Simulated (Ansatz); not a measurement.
# Checking a converged run of Ni

Ni is taken as an experimental structure (space group Fm-3m, primitive cell doubled), 2 atoms in the cell. Source: COD entry 9012972; it may be a high-temperature, high-pressure or metastable form.

Method: DFT, PBE, PAW, plane waves, scalar-relativistic (Ansatz).

```yaml
crystal:
  lattice:
    - [0.0, 1.7651, 1.7651]
    - [1.7651, 0.0, 1.7651]
    - [3.5302, 3.5302, 0.0]
  atoms:
    - { symbol: Ni, position: [0.0, 0.0, 0.0], spin: 2.0 }
    - { symbol: Ni, position: [0.0, 0.0, 0.5], spin: -2.0 }
magnetization:
  spin_polarized: true
hamiltonian:
  xc: pbe
  pseudopotentials: { kind: paw }
basis:
  ecutwfc: 420
kpoints:
  mp_grid: { grid: [12, 12, 6] }
scf:
  occupations: { method: fermi_dirac, width: 0.1 }
  lower_state_search: "off"
output:
  forces: true
  stress: true
```

It took 2 s on 2 threads of Intel(R) Xeon(R) 6975P-C, with other jobs on the host, peak memory 0.4 GiB.

The end of the output:

```
SCF converged after 16 iterations
Magnetization: 0.0000 μB (18.0000 up, 18.0000 down)
Absolute magnetization: 0.0000 μB (∫|ρ↑−ρ↓|, with the PAW one-centre terms)
Spin contamination: 0.0000 ħ² per cell (⟨S²⟩ above its minimum at these occupations)
Per-site moments (μB) at R_I (Å): [(8.3452e-6, 1.0296), (-8.3452e-6, 1.0296)]
Free energy (F): -11679.429929 eV
Harris-Foulkes:  -11679.429929 eV  (|F-HF|=7.82e-11)
Internal energy: -11679.260324 eV  (E = F + TS)
E sigma→0 (E₀):  -11679.345126 eV
Entropy (-TS):   -0.169605 eV (-84.802 meV/atom)
Fermi energy:    17.771456 eV
--- Forces (eV/Å), atoms counted from 1 ---
  atom   1  Ni    -0.00000000     0.00000000     0.00000000
  atom   2  Ni     0.00000000    -0.00000000     0.00000000
--- Stress (GPa, compression-positive) ---
       -2.677959      -0.000005       0.000005
       -0.000005      -2.677959       0.000005
        0.000005       0.000005      -2.677959
  P = ⅓ Tr σ = -2.6780 GPa (-26.780 kbar)
```

The mesh is too coarse to rank close states of a metal with certainty: differences of some tens of meV/atom may change, at times in sign.

A small moment in a metal is sensitive to the mesh and the smearing.

Site moments are taken inside atomic spheres and don't add up to the total.

Task: Has the SCF ended in the lowest solution? If not, by how much is it too high?

Result: No, on this mesh. A state 32.6 meV/atom (0.065 eV per cell) lower exists in this cell: ferromagnetic, site moments Ni1 0.69, Ni2 0.69 μB, total 1.30 μB per cell, no gap on the k-mesh. It was reached from: parallel moments, default search for lower states [Ni1 2.00, Ni2 2.00 μB]; the moments in brackets, symmetry off, plain SCF [Ni1 2.00, Ni2 2.00 μB]. The wrong state matters: the pressure is -1.4 GPa there against -2.7 GPa here. This multiple of the primitive cell fits some opposed orders; other multiples fit others. “Lowest” means lowest among the runs made in this cell.
